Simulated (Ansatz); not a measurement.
BAs:
Space group Pm-3m (No. 221); a = b = c = 2.9029 Å, α = β = γ = 90.00°

| atom | site | symmetry | x | y | z |
|---|---|---|---|---|---|
| B | 1a | m-3m | 0.0000 | 0.0000 | 0.0000 |
| As | 1b | m-3m | 0.5000 | 0.5000 | 0.5000 |

Relaxed with PBEsol.

### Question
Decompose the optical modes at the zone centre into irreducible representations, and say which are infrared and Raman allowed.

### Answer
Point group m-3m: Γ_opt = T1u. Infrared: T1u. Raman: none.

### Question
Assign frequencies (DFPT, PBEsol in the plane-wave PAW code Ansatz).

### Answer
T1u 190i cm⁻¹.

The start of the workflow was typed in or built on a structure type; neither database checked (COD, Materials Project) lists it. It is not the phase usual at ambient conditions (space group No. 216). The PBEsol relaxation kept the symmetry of its start. At this level the phase is dynamically unstable (imaginary phonons). The volume moved by 26 % from the start of the relaxation. Its formation energy is positive at this level, so the cell may be metastable or incomplete. As this level gives no gap, phonon frequencies hold no LO–TO term and depend on the k-mesh and smearing (Fermi–Dirac, 0.1 eV here).

Potentials: the earlier of the program's two PAW sets. The files were generated under PBE; for other functionals the program regenerates the frozen cores, and for LDA and PBEsol the local potential too.
